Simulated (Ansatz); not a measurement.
Ti2BO4, a known structure type with other elements, at an estimated volume

```
Ti B O
1.0
     0.00000    4.05799    4.05799
     4.05799    0.00000    4.05799
     4.05799    4.05799    0.00000
Ti B O
4 2 8
Direct
  0.62500 0.62500 0.62500
  0.12500 0.62500 0.62500
  0.62500 0.62500 0.12500
  0.62500 0.12500 0.62500
  0.00000 0.00000 0.00000
  0.25000 0.25000 0.25000
  0.36890 0.36890 0.36890
  0.35670 0.88110 0.88110
  0.36890 0.36890 0.89330
  0.88110 0.35670 0.88110
  0.89330 0.36890 0.36890
  0.88110 0.88110 0.88110
  0.36890 0.89330 0.36890
  0.88110 0.88110 0.35670
```

Single point in Ansatz 0.2.0 with r2SCAN, no spin polarisation. Cutoff 500 eV, PAW datasets, 6×6×6 Γ-centred k mesh, cold filling (width 0.0384 eV).

Problem. What happens at the Fermi level?

Solution. It is a metal, with about 7.5 states/eV a cell as the mean within 0.25 eV of the Fermi level, mostly Ti d (88 %).

Problem. What does the stress say?

Solution. The pressure is -19.6 GPa (compression positive), so with the atoms held at these fractions the cell would first shrink; the forces are large, so a full relaxation may end otherwise.

Problem. Is it stable against the elements?

Solution. -2.55 eV an atom against the elements' usual phases (free molecules for gases, crystals otherwise, with no correction for O₂ or N₂), so it is bound against them; other compounds may still compete. Relaxing would lower it.

Problem. Where is the largest force?

Solution. The largest is on O10 (and as large on other atoms): 3.34 eV/Å, components (-1.93, 1.93, -1.93). It makes 0° with the line to a nearest neighbour, B5 at 1.67 Å, pointing towards it.

Origin: a known structure type with other elements, at an estimated volume, so it need not be a known compound. Caveats: many states at the Fermi level without spin polarisation, so a magnetic state may lie lower; correlation that this level lacks may open a gap in such a compound; atoms or cell far from equilibrium.
